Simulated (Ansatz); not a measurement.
MnSO$_{4}$ in space group Cmcm (No. 63; Mn on 4a, S on 4c, O on 8g, O on 8f), plane-wave PAW r²SCAN (Ansatz code). The conduction-band minimum lies at Y, with 1 equivalent valley. Second derivatives d²E/dk² of the lowest band at one valley (eV·Å²), along Cartesian directions:

```tsv
direction	d²E/dk²
[100]	4.699
[010]	3.068
[001]	6.081
[110]	3.885
[101]	5.391
[011]	4.575
```

Task: Find the principal effective masses, the density-of-states mass and the conductivity mass.

Result: Off-diagonal terms follow from H_xy = H[110] − (H_xx + H_yy)/2, and m*/mₑ = 7.620 eV·Å² over each eigenvalue: 1.3, 1.6, 2.5. One valley's DOS mass (m₁m₂m₃)^(1/3) = 1.7, conductivity mass 3/(Σ 1/mᵢ) = 1.7 mₑ.

Task: What effective density of states Nc follows at 300 K for parabolic valleys?

Result: Nc = 2.509e19 × 1 × (1.7)^(3/2) / 2 (one spin channel) ≈ 2.8e19 cm⁻³.

The workflow started from a Materials Project entry (that database holds measured and hypothetical structures alike); the Crystallography Open Database files this formula in space group No. 63, but the cells were not matched. Whether it is the stable phase at ambient conditions was not checked. Symmetry was held in the r²SCAN relaxation; its stability against distortions is not shown here. Spin order of the final state: ferromagnetic, chosen from 2 collinear starts compared on coarse meshes (ties went to the first, and starts can fall back to one state), not a proven ground state. The program gave a warning on the electronic state, which may not be the lowest. No Hubbard U is applied.

Potentials: the later of the program's two PAW sets.

Edges and masses are those of Kohn–Sham bands, whose gap is no quasiparticle gap.
